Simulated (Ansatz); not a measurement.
Data:

BeS:
```yaml
crystal:
  lattice:
    - [0.00000, 2.43417, 2.43417]
    - [2.43417, 0.00000, 2.43417]
    - [2.43417, 2.43417, 0.00000]
  atoms:
    - { symbol: Be, position: [0.00000, 0.00000, 0.00000] }
    - { symbol: S, position: [0.25000, 0.25000, 0.25000] }
```

This is the r²SCAN-relaxed structure. Cartesian axes are those of the cell as given.

Problem. All from r²SCAN in the plane-wave PAW code Ansatz, unless another level is named. Estimate the Young's modulus.

Solution. 170 GPa.

Problem. What about the highest zone-centre frequency (without LO–TO term)?

Solution. 564 cm⁻¹.

Problem. Next, the vibrational entropy at 300 K?

Solution. 14.9 J/(K·mol of atoms).

Problem. What about the piezoelectric stress constants (proper, relaxed ions, C/m²)?

Solution. e14 = e25 = e36 = -0.24.

Space group F-43m (zinc blende). The cell was relaxed with r²SCAN under the symmetry of its start. Signs of piezoelectric constants follow the polarity of the cell as given.

Potentials: the earlier of the program's two PAW sets. The files were generated under PBE; for other functionals the program regenerates the frozen cores, and for LDA and PBEsol the local potential too.
